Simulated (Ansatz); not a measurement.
## What strain does to PbO (P4/nmm)

A 4-atom cell of PbO started from a crystallographic database, relaxed with r2SCAN+rVV10 in Ansatz. It is tetragonal, P4/nmm (No. 129); conventional cell a = 3.980 Å, c = 5.001 Å, 19.81 Å³ an atom. Pb is surrounded by 4 O at 2.32 Å; O is surrounded by 4 Pb at 2.32 Å.

The axes x, y and z are those of this cell:
```
Pb O
1.0
     3.98040    0.00000    0.00000
     0.00000    3.98040    0.00000
     0.00000    0.00000    5.00091
Pb O
2 2
Direct
  0.00000 0.50000 0.23663
  0.50000 0.00000 0.76337
  0.00000 0.00000 0.00000
  0.50000 0.50000 0.00000
```

Unstrained: HSE06 gives an indirect gap of 1.887 eV, from Γ to M; the least direct gap is 3.273 eV at Γ. Meshes: HSE06 4×4×4. Strains are changes of length per length. After each strain the atoms were relaxed again with r2SCAN+rVV10 within the symmetry that the strain leaves, so tilts or polar shifts that break it weren't tested; points keep the names that they have in the unstrained zone. Spin-unpolarised throughout; all numbers are computed.

Changes of the least gap in eV (an overlap counts as a negative gap):
```
                            strain  volume change (%)  space group   HSE06
 isotropic -1.17 % on every length               -3.5       P4/nmm  -0.252
 isotropic -2.74 % on every length               -8.0       P4/nmm  -0.617
          uniaxial -2.37 % along y               -2.4         Pmmn  -0.196
biaxial +5.16 % in x and y, z held              +10.6       P4/nmm  +0.565
```

Isotropic -1.17 % on every length. HSE06: the gap goes from 1.887 to 1.635 eV (-0.252 eV). For HSE06, dE_g/d ln V = 7.1 eV over this step.

Isotropic -2.74 % on every length. HSE06: the gap goes from 1.887 to 1.270 eV (-0.617 eV). For HSE06, dE_g/d ln V = 7.4 eV over this step.

Uniaxial -2.37 % along y, other directions held. HSE06: the gap goes from 1.887 to 1.691 eV (-0.196 eV).

Biaxial +5.16 % in x and y, z held. HSE06: the gap goes from 1.887 to 2.452 eV (+0.565 eV); the edges go from Γ → M to Γ–M (0.29) → Z.

Spin-orbit coupling is left out; in compounds of Pb, Bi, Tl or Hg it can lower a gap by up to about 1 eV, split its edges or invert the bands.

Where an edge lies off the special points, it is a point of the mesh or the k point where a search put PBE's edge or least direct gap, reused for the other functionals, whose own edges may lie a little apart.

The meshes of the hybrids are coarse, so their gaps aren't converged to the digits shown.
